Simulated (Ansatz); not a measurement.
**SiHg₄Sb₂, a known structure type with other elements, at an estimated volume**

```
CELL_PARAMETERS angstrom
4.05650 0.00000 0.00000
-2.02825 3.51303 0.00000
-2.02825 1.17101 13.08244
ATOMIC_POSITIONS crystal
Sb 0.43200 0.56800 0.29600
Sb 0.56800 0.43200 0.70400
Hg 0.14600 0.85400 0.43800
Hg 0.85400 0.14600 0.56200
Si 0.00000 0.00000 0.00000
Hg 0.28400 0.71600 0.85200
Hg 0.71600 0.28400 0.14800
```

Single point in Ansatz 0.2.0 with r2SCAN, no spin polarisation. Cutoff 500 eV, PAW datasets, 8×8×8 Γ-centred k mesh, fermi-dirac filling (width 0.1 eV).

- Charges: Bader charges in e: Si +0.18, Hg -0.18 to -0.09, Sb +0.18. In the mean Sb gives up most and Hg takes most.
- Forces: The largest is on Hg6 (and as large on other atoms): 0.64 eV/Å, components (0.00, 0.00, 0.64). It makes 130° with the line to a nearest neighbour, Sb2 at 3.04 Å.
- Stress: The pressure is -2.3 GPa (compression positive), so with the atoms held at these fractions the cell would first shrink. The principal stresses -3.2, -1.9, -1.9 GPa differ, so its shape would change too.
- At the Fermi level: It is a metal, with about 4.2 states/eV a cell as the mean within 0.25 eV of the Fermi level, mostly Sb p (53 %) and Si p (22 %).

Origin: a known structure type with other elements, at an estimated volume, so it need not be a known compound.
